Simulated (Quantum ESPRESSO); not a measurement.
# Band energies of TlGaSe2

```xyz
8
Lattice="-3.9961 3.9961 3.2212 3.9961 -3.9961 3.2212 3.9961 3.9961 -3.2212" Properties=species:S:1:pos:R:3 pbc="T T T"
Ga     3.9961     0.0000     1.6106
Ga     0.0000     3.9961     1.6106
Se     1.3103     2.6858     3.2212
Se     2.6858     1.3103     0.0000
Se     1.3103     5.3064     0.0000
Se     2.6858    -1.3103     3.2212
Tl     0.0000     0.0000     1.6106
Tl     0.0000     0.0000     4.8318
```

norm-conserving PBEsol (Quantum ESPRESSO, 86 Ry, no spin-orbit coupling); path ΓXMΓZPNZ1M,XP; energies in eV from the valence-band maximum.

| k (1/Å) | point | band 54 | band 55 | band 56 | band 57 | band 58 | band 59 | band 60 | band 61 |
|---|---|---|---|---|---|---|---|---|---|
| 0.00 | Γ | -2.87 | -1.17 | -1.17 | -1.17 | -1.12 | 2.38 | 2.77 | 3.22 |
| 0.28 |  | -2.48 | -1.80 | -1.29 | -0.92 | -0.76 | 1.78 | 2.01 | 2.36 |
| 0.56 | X | -1.83 | -1.80 | -1.09 | -0.98 | -0.93 | 1.17 | 1.68 | 1.81 |
| 1.11 | M | -2.20 | -1.75 | -1.75 | -0.79 | 0.00 | 0.31 | 2.31 | 3.00 |
| 1.31 |  | -1.99 | -1.91 | -1.80 | -1.03 | -0.34 | 0.67 | 1.86 | 2.79 |
| 1.70 |  | -2.52 | -1.56 | -1.24 | -1.19 | -0.75 | 2.03 | 2.34 | 2.67 |
| 1.90 | Γ | -2.87 | -1.17 | -1.17 | -1.17 | -1.12 | 2.38 | 2.77 | 3.22 |
| 2.22 |  | -1.93 | -1.27 | -1.27 | -1.08 | -0.96 | 2.10 | 3.18 | 3.21 |
| 2.38 |  | -1.62 | -1.41 | -1.41 | -0.99 | -0.33 | 1.55 | 2.36 | 2.36 |
| 2.70 | Z | -1.78 | -1.61 | -1.61 | -0.82 | -0.01 | 0.66 | 2.28 | 2.28 |
| 2.86 |  | -1.69 | -1.43 | -1.43 | -1.00 | -0.22 | 1.28 | 2.13 | 2.21 |
| 3.18 |  | -1.82 | -1.74 | -1.54 | -1.21 | -0.81 | 1.56 | 2.08 | 3.48 |
| 3.34 | P | -2.16 | -1.56 | -1.56 | -1.01 | -1.01 | 1.77 | 1.77 | 3.84 |
| 3.74 | N | -1.86 | -1.30 | -1.30 | -1.04 | -1.04 | 1.89 | 1.89 | 3.34 |
| 3.90 |  | -1.72 | -1.43 | -1.29 | -1.12 | -0.67 | 1.79 | 2.00 | 2.78 |
| 4.24 | Z1 | -1.78 | -1.61 | -1.61 | -0.82 | -0.01 | 0.66 | 2.28 | 2.28 |
| 4.24 | M | -2.20 | -1.75 | -1.75 | -0.79 | 0.00 | 0.31 | 2.31 | 3.00 |
| 4.80 | X | -1.83 | -1.80 | -1.09 | -0.98 | -0.93 | 1.17 | 1.68 | 1.81 |
| 4.92 |  | -1.80 | -1.78 | -1.20 | -0.92 | -0.83 | 1.15 | 1.46 | 2.33 |
| 5.04 |  | -1.90 | -1.71 | -1.47 | -0.93 | -0.70 | 0.90 | 2.25 | 2.62 |
| 5.28 | P | -2.16 | -1.56 | -1.56 | -1.01 | -1.01 | 1.77 | 1.77 | 3.84 |

The PBEsol gap is direct, 0.31 eV at M. Another valence extremum on the path lies within 0.02 eV, too close to call.

Spin-orbit coupling is left out; with 6p states at a band edge it can lower the gap by many tenths of an eV, most of a small gap. So small a PBEsol gap in heavy elements may be inverted, where one-shot corrections to single bands mislead.

Geometry relaxed with PBE+D3(BJ).

The structure is a Materials Project entry; no match was found in the copy of COD used, and its stability was not checked.
